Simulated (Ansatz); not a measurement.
# Equation of state of LaInAu

A database entry relaxed whole under r2SCAN (P-62m):

```xyz
9
Lattice="7.8269 0.0000 0.0000 -3.9134 6.7783 0.0000 0.0000 0.0000 4.3172" Properties=species:S:1:pos:R:3 pbc="T T T"
La    4.5848    0.0000    2.1586
La    1.6210    2.8077    2.1586
La   -2.2924    3.9705    2.1586
In    1.9236    0.0000    0.0000
In    2.9516    5.1124    0.0000
In   -0.9618    1.6659    0.0000
Au    0.0000    0.0000    2.1586
Au    0.0000    4.5188    0.0000
Au    3.9134    2.2594    0.0000
```

The cell was scaled uniformly, its shape held, and the atoms relaxed at each volume with plane-wave PAW DFT (Ansatz 0.2.0; r2SCAN, 500 eV, 5×5×8 Γ-centred mesh, fermi-dirac occupations of width 0.100 eV; no spin, no spin-orbit coupling). One row is withheld.

```json
{"volume (Å³/atom)": "23.922", "energy over the lowest (meV/atom)": "24.3", "pressure (GPa)": "5.55"}
{"volume (Å³/atom)": "24.431", "energy over the lowest (meV/atom)": "10.2", "pressure (GPa)": "3.49"}
{"volume (Å³/atom)": "24.940", "energy over the lowest (meV/atom)": "2.4", "pressure (GPa)": "1.65"}
{"volume (Å³/atom)": "25.449", "energy over the lowest (meV/atom)": "0.0", "pressure (GPa)": "0.00"}
{"volume (Å³/atom)": "25.958", "energy over the lowest (meV/atom)": "2.6", "pressure (GPa)": "-1.45"}
{"volume (Å³/atom)": "26.467", "energy over the lowest (meV/atom)": "?", "pressure (GPa)": "?"}
{"volume (Å³/atom)": "26.976", "energy over the lowest (meV/atom)": "20.4", "pressure (GPa)": "-3.90"}
```

Problem. Fit the pressures of the other rows to the third-order Birch-Murnaghan form.

Solution. With f = [(V₀/V)^(2/3) − 1]/2 and P = 3B₀f(1 + 2f)^(5/2)[1 + 3(B₀′ − 4)f/2], least squares gives V₀ = 25.45 Å³ an atom, B₀ = 77.2 GPa and B₀′ = 4.8; the rows miss the fit by less than 0.01 GPa. The slope of the energies differs from these pressures by 0.08 GPa, since they are taken to zero smearing while pressures follow the free energy.

Problem. What does the withheld row hold?

Solution. The fit gives -2.75 GPa at 26.467 Å³; the run gave -2.75 GPa and 9.5 meV an atom.

Caveats: the shape of the cell was held, so B₀ is an upper bound where the axes differ in stiffness; 0 K, fixed nuclei; the symmetry was kept, and this need not be the phase that is stable at 0 K; one mesh for all volumes; every run is gapless at this level; pressure is positive in compression.
